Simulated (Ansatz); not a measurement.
Consider the following.

Rb$_{2}$YAgF$_{6}$:
```
CELL_PARAMETERS angstrom
      0.00000     4.59736     4.59736
      4.59736     0.00000     4.59736
      4.59736     4.59736     0.00000
ATOMIC_POSITIONS crystal
  Rb 0.75000 0.75000 0.75000
  Rb 0.25000 0.25000 0.25000
  Y  0.50000 0.50000 0.50000
  Ag 0.00000 0.00000 0.00000
  F  0.73440 0.26560 0.26560
  F  0.26560 0.73440 0.73440
  F  0.26560 0.73440 0.26560
  F  0.73440 0.26560 0.73440
  F  0.26560 0.26560 0.73440
  F  0.73440 0.73440 0.26560
```

This is the HSE06-relaxed structure.

**Question.** All from plane-wave PAW HSE06 (Ansatz code), unless another level is named. Give the band gap.

**Answer.** 4.85 eV (indirect).

**Question.** What about the smallest direct gap on the standard path?

**Answer.** 5.12 eV.

**Question.** And the valence-band maximum?

**Answer.** at L.

**Question.** Predict the conduction-band minimum.

**Answer.** at Γ.

Space group Fm-3m. The first step of the workflow began from a Materials Project structure, measured or hypothetical; the Crystallography Open Database copy checked does not list it. Its standing as an ambient phase is unchecked. Symmetry was held in the HSE06 relaxation; its stability against distortions is not shown here. No spin polarisation was allowed. The hybrid was solved on a coarse mesh, the path and, where they were found, the r²SCAN edge points; its band edges are the extreme levels among these. Scalar-relativistic: spin–orbit coupling is off unless named, which matters more the heavier the elements.

Potentials: the later of the program's two PAW sets.
